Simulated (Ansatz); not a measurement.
Computed with DFT, PBEsol, plane waves (420 eV) with PAW, scalar-relativistic in Ansatz. The PAW files were generated under PBE, with cores re-solved for the functional.

An element in the simple cubic structure gives this curve. The cell is scaled uniformly from the relaxed one, with fractional coordinates and shape fixed. Energies are extrapolated to zero smearing, pressures are those at the given smearing. Magnetic state: spin not included.

```tsv
V (Å³/atom)	E − E₀ (meV/atom)	P (GPa)
24.100	62.9	7.16
25.195	24.6	4.15
26.291	4.9	1.76
27.386	-0.1	-0.11
28.482	6.3	-1.52
29.577	20.9	-2.56
30.673	41.5	-3.36
```

(1) Which element is it?
A. cadmium
B. thallium
C. scandium
D. indium

Answers

(1) D. Its fit is V₀ = 27.28 Å³/atom, B₀ = 41 GPa, B₀′ = 5.8.
